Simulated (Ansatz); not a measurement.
MgSe (rock salt, space group No. 225) under volume change, DFT-r²SCAN in the program Ansatz with PAW potentials, scaled uniformly.

```csv
V (Å³/atom),E − E(relaxed) (meV/atom),P (GPa)
18.640,40.1,7.56
19.254,16.9,4.64
19.869,4.0,2.14
20.483,0.0,0.00
21.098,3.6,-1.85
21.712,13.8,-3.43
22.327,29.7,-4.79
```

Task: What does a third-order Birch–Murnaghan fit give for V₀, B₀ and B′?

Result: V₀ = 20.48 Å³/atom, B₀ = 66.2 GPa, B′ = 4.1.

Space group Fm-3m (rock salt). Symmetry was held in the r²SCAN relaxation.

Potentials: the later of the program's two PAW sets.
